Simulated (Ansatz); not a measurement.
A relaxed cell of SnO₂ (P4₂/mnm (No. 136)), relaxed on a k-mesh at least as fine as the one used below. These are r2SCAN (plane waves to 500 eV, PAW, scalar-relativistic; Ansatz, an electronic-structure program) values and carry that method's errors. Γ-centred k-mesh 3×5×7 on the run's cell (coarser than for final values), Fermi–Dirac smearing 0.05 eV.

```
SnO2
1.0
    9.51701     0.00000     0.00000
    0.00000     4.75851     0.00000
    0.00000     0.00000     3.20013
Sn O
4 8
Cartesian
  0.00000   0.00000   0.00000
  4.75851   0.00000   0.00000
  2.37925   2.37925   1.60006
  7.13776   2.37925   1.60006
  1.45565   1.45565   0.00000
  6.21415   1.45565   0.00000
  3.83490   0.92360   1.60006
  8.59341   0.92360   1.60006
  0.92360   3.83490   1.60006
  5.68211   3.83490   1.60006
  3.30286   3.30286   0.00000
  8.06136   3.30286   0.00000
```

The atoms are displaced by (Å):

```json
[
 {"atom": "Sn1", "ux": "0.032", "uy": "0.024", "uz": "-0.010"},
 {"atom": "Sn2", "ux": "-0.050", "uy": "0.034", "uz": "-0.015"},
 {"atom": "Sn3", "ux": "0.013", "uy": "0.036", "uz": "0.111"},
 {"atom": "Sn4", "ux": "-0.043", "uy": "0.003", "uz": "-0.037"},
 {"atom": "O5", "ux": "0.068", "uy": "0.128", "uz": "0.048"},
 {"atom": "O6", "ux": "-0.088", "uy": "0.057", "uz": "-0.025"},
 {"atom": "O7", "ux": "-0.022", "uy": "-0.100", "uz": "-0.090"},
 {"atom": "O8", "ux": "-0.117", "uy": "0.021", "uz": "-0.067"},
 {"atom": "O9", "ux": "0.025", "uy": "-0.115", "uz": "-0.108"},
 {"atom": "O10", "ux": "0.147", "uy": "-0.019", "uz": "0.015"},
 {"atom": "O11", "ux": "-0.074", "uy": "0.021", "uz": "-0.056"},
 {"atom": "O12", "ux": "-0.045", "uy": "-0.136", "uz": "-0.064"}
]
```

Problem. What forces (eV/Å) and pressure result?

Solution. 
| atom | Fx | Fy | Fz |
|---|---|---|---|
| Sn1 | -1.43 | -0.41 | -0.80 |
| Sn2 | 2.67 | -1.64 | -1.13 |
| Sn3 | 0.85 | -1.40 | -3.38 |
| Sn4 | 0.15 | -0.98 | -0.30 |
| O5 | -1.97 | -2.73 | 0.48 |
| O6 | -0.69 | -0.85 | -0.11 |
| O7 | -1.27 | 1.35 | 1.59 |
| O8 | 2.49 | -2.16 | 0.39 |
| O9 | -1.89 | 2.63 | 0.88 |
| O10 | -3.32 | 2.71 | -0.27 |
| O11 | 2.11 | 1.42 | 2.14 |
| O12 | 2.29 | 2.06 | 0.51 |

Pressure +4.6 GPa.

Problem. Estimate the energy cost of the displacement in the harmonic approximation and compare with the calculation.

Solution. For a harmonic well ΔE = −½ Σ F·u = 1.670 eV a cell, or 139 meV/atom. The calculated energy relative to the undisplaced cell is +0.137 eV/atom, so the harmonic estimate holds well.

No spin polarisation in the result.

The run that gave the undisplaced cell could not lose the symmetry of its start; a randomly shaken copy of 12 atoms returns to this structure.
